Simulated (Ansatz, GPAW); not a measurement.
# AlIn: programs and potentials compared

```
Al In
1.0
     3.05413    0.00000    0.00000
    -1.52707    2.64496    0.00000
     0.00000    0.00000    5.82802
Al In
1 1
Direct
  0.00000 0.00000 0.00000
  0.00000 0.00000 0.50000
```

The cell comes from a database or a generator and needn't be the stable form of this composition.

Alike in all runs: task band structure; functional PBE; k mesh 10 × 10 × 5; occupations fermi-dirac, width 0.05 eV; no spin polarisation; no spin-orbit coupling. Pressure is positive in compression and, in plane waves, holds the error of the finite cutoff, which Ansatz's Pulay term estimates and takes out.

| program and potentials | plane-wave cutoff (eV) | notes | pressure (GPa) |
| --- | --- | --- | --- |
| Ansatz, Ansatz PAW (files of its older set among them) | 900 | 16 valence electrons an atom on average | -0.11 |
| Ansatz, PseudoDojo standard (PBE files) | 952 | 8 valence electrons an atom on average | -0.17 |
| Ansatz, SPMS NC | 544 | 8 valence electrons an atom on average | -0.08 |
| GPAW, GPAW PAW data sets (gpaw-data 1.2.1) | 600 | 8 valence electrons an atom on average | -0.37 |
| Ansatz, PseudoDojo stringent (PBE files) | 1116 | 12 valence electrons an atom on average; Pulay term of +0.03 GPa included | -0.15 |
| Ansatz, Ansatz NC | 952 | 8 valence electrons an atom on average | -0.09 |

The pressure spans -0.37 (GPAW, GPAW PAW data sets (gpaw-data 1.2.1)) to -0.08 GPa (Ansatz, SPMS NC).

The functional is the same throughout but for its coding, so the spread measures potentials, basis and numerics; runs on potential files found faulty are left out.
